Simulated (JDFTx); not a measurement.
Ti(0001) slab cut from bulk Ti (space group P6_3/mmc, indices of the conventional cell, lattice of the Materials Project entry mp-46, not re-optimised): 4 atoms in 4 planes, a 1x1 cell of 7.46 Å² (|a| = 2.936, |b| = 2.936 Å), 6.8 Å between the outermost planes, cell height 23.0 Å, 8×8×1 k mesh, Fermi smearing 0.01 Ha, no spin polarisation.

Method: PBE, GBRV ultrasoft potentials, plane waves to 20/100 Ha, in a modified build of JDFTx. Liquid: CANDLE, water, 2 M NaF. Between zero charge and 0.15 V from it the run gives σ = 4.8 μC/cm², a mean capacitance of 31.7 μF/cm². The liquid has ε = 78.4, a 1:1 salt at 2 M with linear (Debye) response, and T = 298 K.

A calculation by hand: the Debye length, the diffuse-layer capacitance, and the inner capacitance that is left when the two stand in series.

Each ion has density c = 2 × 6.022×10⁻⁴ = 1.204e-03 Å⁻³. λ² = ε kT / (8π (e²/4πε₀) c) with kT = 0.02568 eV and e²/4πε₀ = 14.40 eV Å gives λ = 2.15 Å; the log prints 2.15 Å. C_diffuse = ε₀ε/λ = 323 μF/cm². Then 1/C_inner = 1/31.7 − 1/323, so C_inner = 35.1 μF/cm², which equals a vacuum gap of ε₀/C_inner = 0.25 Å. The diffuse layer takes 10 % of the potential drop; the rest lies between the electrode's charge and the onset of the dielectric, with the electrode's own (quantum) capacitance in it. The split is a model: in the calculation solvent and ions share one smooth cavity.
